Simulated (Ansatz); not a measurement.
Given:

Y4SiS3:
```xyz
8
Lattice="-2.8070 2.8070 5.6327 2.8070 -2.8070 5.6327 2.8070 2.8070 -5.6327" Properties=species:S:1:pos:R:3 pbc="T T T"
Y      0.0000     0.0000     8.4829
Y      0.0000     0.0000     2.7825
Y      2.8070     0.0000     0.0000
Y      0.0000     2.8070     0.0000
Si     0.0000     0.0000     0.0000
S      0.0000     0.0000     5.6327
S      2.8070     0.0000     2.8164
S      0.0000     2.8070     2.8164
```

This is the r²SCAN-relaxed structure.

Task: All from the program Ansatz at the r²SCAN level (PAW), unless another level is named. Estimate the electronic character.

Result: metallic (no gap).

Task: Give the density of states at the Fermi level.

Result: 0.31 states/eV per atom (mean over ±0.08 eV).

Task: And the formation energy from the elements (no fitted shifts)?

Result: -2.02 eV/atom.

Space group I4/mmm. The first step of the workflow began from a Materials Project structure, measured or hypothetical; the Crystallography Open Database copy checked does not list it. Whether it is the stable phase at ambient conditions was not checked. The r²SCAN relaxation kept the symmetry of its start; whether a distortion lowers the energy is not shown. The run is not spin-polarised. The references are the lowest solids computed at this level, not always the standard phases. Spin–orbit coupling is left out wherever it is not named.

Potentials: the earlier of the program's two PAW sets.
